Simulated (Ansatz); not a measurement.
Relaxed-ion elastic tensor of GaN in space group P6_3mc (No. 186; Pearson symbol hP12) in GPa (Voigt order), the program Ansatz at the LDA level (PAW); density 6.29 g/cm³, 11.05 Å³ per atom.

```
 365   145  96.6   0.0   0.0   0.0
 145   365  96.6   0.0   0.0   0.0
96.6  96.6   415   0.0   0.0   0.0
 0.0   0.0   0.0  96.9   0.0   0.0
 0.0   0.0   0.0   0.0  96.9   0.0
 0.0   0.0   0.0   0.0   0.0   110
```

### Question
Is the crystal mechanically stable?

### Answer
Yes: the smallest eigenvalue of C is 96.9 GPa.

### Question
Work out the Voigt, Reuss and Hill averages.

### Answer
K_V = 202, K_R = 202, K_H = 202; G_V = 115, G_R = 111, G_H = 113 GPa.

### Question
Give Young's modulus, Poisson's ratio, Pugh's ratio and the universal anisotropy index.

### Answer
E = 9KG/(3K + G) = 285 GPa; ν = 0.26; K/G = 1.79 (near the Pugh limit of 1.75, no verdict); A_U = 5G_V/G_R + K_V/K_R − 6 = 0.17.

### Question
Estimate the sound speeds and the Debye temperature.

### Answer
v_l = √((K + 4G/3)/ρ) = 7490 m/s, v_t = √(G/ρ) = 4240 m/s, mean 4710 m/s; Θ = (h/k)(3n/4πV)^(1/3) v_m = 630 K.

### Question
Solve the Christoffel equation for the three sound speeds along x, y, z.

### Answer
Eigenvalues of C_ijkl n_j n_l equal ρv² (piezoelectric stiffening left out). In km/s, slowest first: x 3.93, 4.19, 7.62; y 3.93, 4.19, 7.62; z 3.93, 3.93, 8.12.

### Question
How much does each axis shrink under pressure?

### Answer
Linear compressibilities β_i = Σ_j S_ij (j = 1 to 3): x 1.6, y 1.6, z 1.6 per TPa.

A made-up cell: these elements were put on the sites of a structure type. Its sites differ from those of the usual phase in this space group: another stacking or structure type. The cell was relaxed with LDA under the symmetry of its start; phonons on a q-mesh show no instability.

Potentials: the later of the program's two PAW sets.
